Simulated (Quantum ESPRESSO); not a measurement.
Kohn-Sham bands of LiTaO3 (R3c)

```yaml
crystal:
  lattice:
    - [-2.56698, 4.44614, 0.00000]
    - [-5.13396, 0.00000, 0.00000]
    - [-2.56698, 1.48205, 4.60543]
  atoms:
    - { symbol: Li, position: [0.71678, 0.71678, 0.84966] }
    - { symbol: Li, position: [0.21678, 0.21678, 0.34966] }
    - { symbol: Ta, position: [0.00054, 0.00054, 0.99837] }
    - { symbol: Ta, position: [0.50054, 0.50054, 0.49837] }
    - { symbol: O, position: [0.13327, 0.38569, 0.70551] }
    - { symbol: O, position: [0.38569, 0.77553, 0.70551] }
    - { symbol: O, position: [0.77553, 0.13327, 0.70551] }
    - { symbol: O, position: [0.27553, 0.88569, 0.20551] }
    - { symbol: O, position: [0.63327, 0.27553, 0.20551] }
    - { symbol: O, position: [0.88569, 0.63327, 0.20551] }
```

Structure: Materials Project mp-3666, symmetrised, not relaxed again. COD (Crystallography Open Database) has an entry of this formula and space group (matched by these alone). Level: PBEsol, no spin polarisation, no spin-orbit coupling; pw.x of Quantum ESPRESSO at 68 Ry with PseudoDojo potentials, 6×6×6 k-points, Wannier90. Density: 8×8×8 mesh, cold smearing 0.01 Ry. Spin-orbit coupling is left out although heavy elements are present.

Question: List the Kohn-Sham levels between −8 and 6.8 eV relative to the valence-band maximum at the high-symmetry points, as a band run of pw.x on that density gives them (levels within 2 meV counted together).

Answer: 
| point | k (reciprocal lattice) | levels (eV) |
|---|---|---|
| Γ | 0.000 0.000 0.000 | -4.76, -4.68 (×2), -4.32 (×2), -4.03, -2.34 (×2), -2.17, -1.35, -0.81, -0.66 (×2), -0.49 (×2), -0.37, -0.02 (×2), 3.85 (×2), 4.19, 5.84 (×2), 6.43 |
| T | 0.000 0.000 -0.500 | -3.68 (×4), -3.58 (×2), -2.72 (×4), -2.63 (×2), -0.73 (×2), -0.29 (×4), 5.21 (×2), 5.49 (×4) |
| H_2 | -0.264 -0.529 -0.764 | -4.88 (×2), -4.00 (×2), -3.28 (×2), -2.56 (×2), -1.83 (×2), -1.52 (×2), -1.03 (×2), -0.69 (×2), -0.31 (×2), 4.37 (×2), 5.21 (×2), 5.97 (×2) |
| H_0 | -0.264 -0.736 -0.500 | -4.88 (×2), -4.00 (×2), -3.28 (×2), -2.56 (×2), -1.83 (×2), -1.52 (×2), -1.03 (×2), -0.69 (×2), -0.31 (×2), 4.37 (×2), 5.21 (×2), 5.97 (×2) |
| L | -0.500 -0.500 -0.500 | -4.07 (×2), -3.84 (×2), -3.44 (×2), -3.01 (×2), -2.46 (×2), -2.18 (×2), -0.40 (×2), -0.34 (×2), -0.24 (×2), 4.60 (×2), 5.29 (×2), 5.52 (×2) |
| S_0 | -0.368 -0.736 -0.368 | -4.91, -4.56, -4.49, -3.82, -3.46, -3.08, -2.69, -2.36, -2.12, -1.89, -1.47, -1.35, -1.08, -0.87, -0.83, -0.50, -0.43, -0.15, 4.02, 4.52, 5.20, 5.26, 5.92, 6.03 |
| S_2 | -0.264 -0.632 -0.632 | -4.91, -4.56, -4.49, -3.82, -3.46, -3.08, -2.69, -2.36, -2.12, -1.89, -1.47, -1.35, -1.08, -0.87, -0.83, -0.50, -0.43, -0.15, 4.02, 4.52, 5.20, 5.26, 5.92, 6.03 |
| F | 0.000 -0.500 -0.500 | -4.94, -4.90, -4.71, -4.49, -2.87, -2.65, -2.41, -2.14, -1.98, -1.93, -1.45, -1.32, -1.11, -1.01, -0.89, -0.56, -0.44, -0.27, 3.90, 4.48, 5.09, 5.20, 5.94, 6.29 |
